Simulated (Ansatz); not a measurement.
NiPt (P4/mmm); parallel moments.

```yaml
crystal:
  lattice:
    - [2.70994, 0.00000, 0.00000]
    - [0.00000, 2.70994, 0.00000]
    - [0.00000, 0.00000, 3.57832]
  atoms:
    - { symbol: Ni, position: [0.50000, 0.50000, 0.50000] }
    - { symbol: Pt, position: [0.00000, 0.00000, 0.00000] }
```

The geometry is a structure from the Materials Project, held fixed and not relaxed.

Settings: LDA, 11×11×8 k mesh, Fermi–Dirac smearing of 0.1 eV. PAW means Ansatz 0.2.0 on its default frozen-core files. Site moments are integrated in spheres about the atoms. Start moments (μB): Ni1 1.5, Pt2 0.6.

Iteration by iteration:

```
iteration  Harris–Foulkes energy less the last (meV)  density residual (eV)  M (μB)  ∫|m| (μB)
        1                                  -2731.158                2.5e+01  0.7578     0.7984
        2                                   -635.979                2.6e+00  1.2131     1.2533
        3                                    -21.095                5.6e-01  0.9929     1.0410
        4                                     21.771                2.1e-02  1.0384     1.0907
        5                                     14.604                5.9e-03  0.9989     1.0539
        6                                     10.022                5.5e-03  0.9900     1.0468
        7                                      5.471                2.9e-02  0.9324     0.9902
        8                                    -31.343                4.7e-01  1.0061     1.0635
        9                                      6.465                3.5e-04  0.9392     0.9967
       10                                      2.889                1.4e-04  0.8595     0.9130
       11                                      0.431                8.4e-05  0.7290     0.7761
       12                                      0.106                1.5e-05  0.6700     0.7117
       13                                      0.008                2.2e-05  0.6359     0.6740
       14                                     -0.001                8.9e-06  0.6220     0.6591
       15                                      0.000                4.1e-06  0.6193     0.6561
       16                                      0.000                1.8e-07  0.6174     0.6542
       17                                      0.000                1.5e-08  0.6165     0.6532
       18                                      0.000                2.3e-08  0.6166     0.6533
       19                                      0.000                5.5e-10  0.6165     0.6532
```

Site moments (μB): Ni1 0.44, Pt2 0.19. Cell moment 0.62 μB.

The PAW files were made with PBE; the program remakes their cores once for the run's functional and then keeps them frozen. The Ansatz runs typed with the search for lower states off end where their start leads. Spin–orbit coupling is left out although heavy atoms are present. These are results for the start and cell typed. The real compound can order otherwise, in a larger cell, or not at all, since semilocal functionals at zero temperature often overstate magnetism.
